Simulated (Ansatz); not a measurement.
Bands of ZnPt

```
CELL_PARAMETERS angstrom
2.86400 0.00000 0.00000
0.00000 2.86400 0.00000
0.00000 0.00000 3.51000
ATOMIC_POSITIONS crystal
Zn 0.50000 0.50000 0.50000
Pt 0.00000 0.00000 0.00000
```

Atom numbers follow the list: Zn1, Pt2.

The conventional cell has a = 2.864 Å, b = 2.864 Å, c = 3.510 Å, α = 90.00°, β = 90.00°, γ = 90.00°. Zn (atom 1) has 8 Pt at 2.68 Å and 4 Zn at 2.86 Å as nearest neighbours. Pt (atom 2) is surrounded by 8 Zn at 2.68 Å and 4 Pt at 2.86 Å.

The geometry is COD entry 1522602, unchecked; take it as a test cell.

No spin–orbit coupling, which matters for the heavy atoms here.

All numbers below come from DFT, PBEsol, all-electron LAPW, scalar-relativistic in Ansatz 0.2.0.

Sampling and basis: a Γ-centred 11×11×9 k mesh, Fermi–Dirac smearing of 0.05 eV, basis error target 0.25 meV/atom, no spin polarisation.

Points in fractions of the reciprocal vectors of this cell: Γ (0, 0, 0), X (0, 0.5, 0), M (0.5, 0.5, 0), Z (0, 0, 0.5), R (0, 0.5, 0.5), A (0.5, 0.5, 0.5). The path joins them by straight lines in the order Γ–X–M–Γ–Z–R–A–Z–X; legs that retrace an earlier one aren't tabulated. Energies are in eV from the Fermi level.

Metal or insulator at this level of theory?

No gap opens: metallic or semimetallic.

Tabulate bands 27 to 34, counted from the lowest band of the run, along the path.


```csv
k (1/Å),point,band 27,band 28,band 29,band 30,band 31,band 32,band 33,band 34
0.00,Γ,-4.51,-3.89,-1.43,-1.43,-0.86,2.48,8.40,8.40
0.16,,-4.46,-3.87,-1.68,-1.43,-0.97,2.83,7.39,8.61
0.31,,-4.36,-3.78,-2.24,-1.45,-1.25,3.69,5.75,9.20
0.47,,-4.29,-3.58,-2.85,-1.62,-1.47,4.08,4.82,9.38
0.63,,-4.27,-3.40,-3.36,-1.99,-1.49,2.65,6.09,9.32
0.78,,-4.27,-3.83,-3.36,-2.30,-1.51,1.69,7.45,9.25
0.94,,-4.26,-4.09,-3.72,-2.50,-1.53,1.29,8.84,9.17
1.10,X,-4.18,-4.18,-4.07,-2.57,-1.53,1.22,9.14,9.76
1.25,,-4.19,-4.08,-4.07,-2.41,-1.60,1.22,9.25,9.97
1.41,,-4.46,-3.82,-3.75,-2.07,-1.76,1.22,9.56,10.56
1.57,,-4.71,-3.48,-3.27,-1.97,-1.65,1.21,9.18,9.66
1.72,,-4.08,-3.11,-2.66,-2.17,-1.22,1.15,7.69,8.12
1.88,,-3.26,-2.78,-2.34,-1.90,-0.81,1.00,6.39,6.84
2.04,,-2.70,-2.56,-2.44,-1.00,-0.48,0.66,5.46,5.95
2.19,M,-2.51,-2.47,-2.47,-0.34,-0.34,0.24,5.12,5.62
2.42,,-2.89,-2.60,-2.44,-1.12,-0.98,1.09,5.26,6.66
2.64,,-3.59,-2.87,-2.33,-2.07,-1.86,2.26,5.19,9.06
2.86,,-3.55,-3.08,-2.92,-2.46,-2.15,3.58,5.23,8.23
3.08,,-3.61,-3.47,-2.99,-2.38,-1.92,5.03,5.55,6.44
3.30,,-4.11,-3.70,-2.53,-1.68,-1.67,4.64,6.26,6.52
3.52,,-4.41,-3.85,-1.83,-1.50,-1.08,3.15,7.38,7.82
3.75,Γ,-4.51,-3.89,-1.43,-1.43,-0.86,2.48,8.40,8.40
3.87,,-4.53,-3.92,-1.48,-1.48,-0.87,2.08,8.55,8.55
4.00,,-4.57,-4.00,-1.62,-1.62,-0.88,1.17,8.97,8.97
4.13,,-4.64,-4.18,-1.81,-1.81,-0.89,0.14,9.65,9.65
4.26,,-4.71,-4.50,-2.01,-2.01,-0.91,-0.75,10.51,10.51
4.38,,-4.98,-4.79,-2.18,-2.18,-1.39,-0.92,11.54,11.54
4.51,,-5.54,-4.84,-2.29,-2.29,-1.73,-0.93,12.44,12.68
4.64,Z,-5.83,-4.86,-2.33,-2.33,-1.84,-0.93,12.36,13.74
4.80,,-5.86,-4.77,-2.31,-2.29,-1.80,-1.00,11.37,12.87
4.95,,-5.94,-4.51,-2.24,-2.17,-1.71,-1.17,9.68,10.87
5.11,,-5.77,-4.11,-2.14,-2.00,-1.58,-1.40,8.03,8.85
5.27,,-5.09,-3.54,-2.04,-1.82,-1.64,-1.41,6.55,6.94
5.42,,-4.54,-2.72,-1.93,-1.83,-1.65,-1.25,5.19,5.35
5.58,,-4.22,-1.96,-1.85,-1.78,-1.54,-1.13,3.77,4.55
5.74,R,-4.12,-2.01,-1.82,-1.50,-1.25,-1.13,3.13,4.26
5.89,,-3.99,-2.65,-2.48,-1.12,-0.76,-0.53,3.15,4.22
6.05,,-3.60,-3.47,-3.20,-1.11,0.19,0.52,3.20,4.10
6.21,,-4.19,-3.82,-2.95,-1.08,1.22,1.64,3.30,3.88
6.36,,-4.78,-4.33,-2.11,-1.00,2.33,2.78,3.48,3.58
6.52,,-5.16,-4.70,-1.42,-0.68,3.22,3.51,3.84,3.87
6.68,,-5.06,-4.93,-1.24,-0.03,2.91,4.50,4.73,4.78
6.83,A,-5.01,-5.01,-1.21,0.26,2.78,5.17,5.17,5.56
7.06,,-5.17,-4.81,-1.26,-0.27,2.94,3.24,4.42,5.87
7.28,,-4.98,-4.35,-1.48,-1.34,0.97,2.11,4.64,7.44
7.50,,-4.65,-3.79,-2.45,-1.97,-0.45,0.74,6.07,8.04
7.72,,-5.09,-3.41,-3.24,-2.08,-1.04,-0.46,7.87,8.83
7.94,,-5.95,-4.17,-2.77,-1.77,-1.43,-1.25,9.85,9.88
8.16,,-5.89,-4.67,-2.45,-2.09,-1.78,-1.06,11.20,11.90
8.39,Z,-5.83,-4.86,-2.33,-2.33,-1.84,-0.93,12.36,13.74
8.59,,-5.55,-4.75,-2.34,-2.25,-1.63,-0.99,11.03,12.78
8.79,,-4.99,-4.45,-2.58,-2.06,-1.17,-0.74,8.43,12.02
8.99,,-4.61,-3.93,-2.98,-1.89,-1.40,0.77,5.84,11.41
9.19,,-4.46,-3.53,-3.24,-1.95,-1.52,2.60,3.73,10.83
9.40,,-4.44,-3.85,-3.06,-2.23,-1.52,1.90,5.18,10.21
9.60,,-4.42,-4.10,-3.47,-2.47,-1.53,1.30,7.67,9.61
9.80,X,-4.18,-4.18,-4.07,-2.57,-1.53,1.22,9.14,9.76
```
